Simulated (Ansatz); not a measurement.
# Every step of a relaxation of Ru (bcc type)

DFT, PBEsol, PAW with Ansatz's default frozen-core files, scalar-relativistic (Ansatz 0.2.0); a Γ-centred 19×19×19 k mesh, Fermi–Dirac smearing of 0.1 eV, no spin polarisation. The run relaxes cell and atoms at a target pressure of 0 GPa.

Command: `ansatz run input.yaml --threads 1 --pin off --max-ram 3584MiB --backend cpu --events-out ev --progress --plain --runs-dir out` It took 9.1 s on 1 thread of Arm Neoverse V1, with other jobs on the host, peak memory 0.31 GiB.

PAW: frozen-core files, cutoff 420 eV; forces are relaxed below 0.005 eV/Å.

Each step lists its free energy a cell above the last geometry, the pressure, the cell vectors (Å), and Cartesian positions (Å) with forces (eV/Å).

The first step:

```
step 1  dF = 14.91 meV  P = 11.10 GPa
  cell -1.4933 1.4933 1.4933  1.4933 -1.4933 1.4933  1.4933 1.4933 -1.4933
  Ru 0.0000 0.0000 0.0000   0.0000 0.0000 0.0000
```

The PAW files were made under PBE.

The symmetry of the start is kept and no stability test is made, so the end need not be the stable phase.

Where does the relaxation end, and by which steps?

After 4 geometries, with conventional a, b, c = 3.020, 3.020, 3.020 Å, at 13.769 Å³/atom (+3.37 % against the start) in space group Im-3m, with a shortest distance of 2.615 Å. The further steps:
```
step 2  dF = 10.89 meV  P = -8.34 GPa
  cell -1.5245 1.5245 1.5245  1.5245 -1.5245 1.5245  1.5245 1.5245 -1.5245
  Ru 0.0000 0.0000 0.0000   0.0000 0.0000 0.0000
step 3  dF = 0.05 meV  P = -0.55 GPa
  cell -1.5108 1.5108 1.5108  1.5108 -1.5108 1.5108  1.5108 1.5108 -1.5108
  Ru 0.0000 0.0000 0.0000   0.0000 0.0000 0.0000
step 4  dF = 0.00 meV  P = 0.01 GPa
  cell -1.5099 1.5099 1.5099  1.5099 -1.5099 1.5099  1.5099 1.5099 -1.5099
  Ru 0.0000 0.0000 0.0000   0.0000 0.0000 0.0000
step 5  dF = -0.12 meV  P = 0.00 GPa  (same geometry on a basis chosen anew; earlier energies don't compare to the last digit)
  cell -1.5099 1.5099 1.5099  1.5099 -1.5099 1.5099  1.5099 1.5099 -1.5099
  Ru 0.0000 0.0000 0.0000   0.0000 0.0000 0.0000
```
